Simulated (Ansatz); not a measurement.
Computed with Ansatz 0.2.0, DFT PBE, scalar-relativistic, plane waves, PAW. Plane waves to 420 eV, a 6×4×4 mesh through Γ for the 8-atom cell and 0.02 eV Gaussian smearing; no spin polarisation.

Energies over the elements count from the elements' standard structures at the same level, with no fitted energy shifts.

Q: Find a candidate orthorhombic semiconductor with formula Be3ZnSe4, with a gap near 2.5 eV, a formation energy near −0.75 eV/atom and a density near 4.51 g/cm³, in a cell of 8 atoms. Its symmetry should be Pmm2 (No. 25).

A: Be3ZnSe4, space group Pmm2 (No. 25). Be on a site of symmetry mm2 has 4 Se at 2.23–2.28 Å; around Be on a site of symmetry m lie 4 Se at 2.25–2.28 Å; Zn has 4 Se at 2.43–2.45 Å; Se on a site of symmetry m is surrounded by 3 Be at 2.23–2.26 Å and 1 Zn at 2.45 Å; 2 more sites not described.

```
CELL_PARAMETERS angstrom
3.74769 0.00000 0.00000
0.00000 7.52403 0.00000
0.00000 0.00000 5.32747
ATOMIC_POSITIONS crystal
Be 0.00000 0.50000 0.00309
Be 0.50000 0.74009 0.50017
Be 0.50000 0.25991 0.50017
Zn 0.00000 0.00000 0.00066
Se 0.00000 0.26700 0.26283
Se 0.00000 0.73300 0.26283
Se 0.50000 0.00000 0.70999
Se 0.50000 0.50000 0.76025
```

The volume per atom is 18.78 Å³, the density is 4.51 g/cm³ and the energy over the elements is −0.755 eV/atom. The gap on the 6×4×4 mesh of the 8-atom cell is 2.53 eV.

It was reached by relaxing an invented guess, and it needn't be the stable form of this composition. The answer needn't be unique; the calculation gave this one.

Kohn–Sham gaps at this level usually fall short of measured ones. The reference form of Se is held partly by dispersion forces, which this level lacks. Symmetry constrained the relaxation, so the result can be a saddle point.
